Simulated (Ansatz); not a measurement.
An Ansatz (an electronic-structure program) input:

Ansatz 0.2 input:
```yaml
crystal:
  lattice:
    - [-1.4275352084, 1.4275352084, 2.4686491976]
    - [1.4275352084, -1.4275352084, 2.4686491976]
    - [1.4275352084, 1.4275352084, -2.4686491976]
  atoms:
    - { symbol: Ga, position: [0.756135045, 0.756135045, 0.0] }
    - { symbol: N, position: [0.358864955, 0.358864955, 0.0] }
kpoints:
  mp_grid: { grid: [10, 10, 10] }
hamiltonian:
  xc: hse06
  pseudopotentials: { azcp: { folder: ./paw }, kind: paw }
scf:
  n_extra_bands: 6
  occupations: { method: fixed }
output:
  eigenvalues: true
  eigenstates:
    e_range: [-9.0, 8.2]
    kpoints:
      - [0.203125, -0.205729, 0.205729]  # VBM
      - [0.0, 0.0, 0.5]  # CBM
      - [0.0, 0.0, 0.0]  # GAMMA
      - [0.5, 0.5, -0.5]  # M
      - [0.0, 0.0, 0.5]  # X
      - [0.25, 0.25, 0.25]  # P
      - [0.0, 0.5, 0.0]  # N
      - [-0.3335978111, 0.3335978111, 0.3335978111]  # S_0
      - [0.3335978111, 0.6664021889, -0.3335978111]  # S
      - [-0.1671956221, 0.1671956221, 0.5]  # R
      - [0.5, 0.5, -0.1671956221]  # G
```

Problem. How many symmetry operations and irreducible k-points will the run report?

Solution. 8 operations, 102 of 1000 k-points.

Problem. With a cutoff of 420 eV, how many plane waves at Γ?

Solution. 405.

It took around 110 core-seconds (rough) on shared server cores.

The points marked VBM and CBM come from a semilocal run.

Space group I4mm. The first step of the workflow began from a Materials Project structure, measured or hypothetical; the Crystallography Open Database copy checked does not list it. It is not the phase usual at ambient conditions (space group No. 186, 216). The cell was relaxed with PBEsol under the symmetry of its start; whether a distortion lowers the energy is not shown.

Potentials: the earlier of the program's two PAW sets.

Ansatz is a plane-wave DFT program.
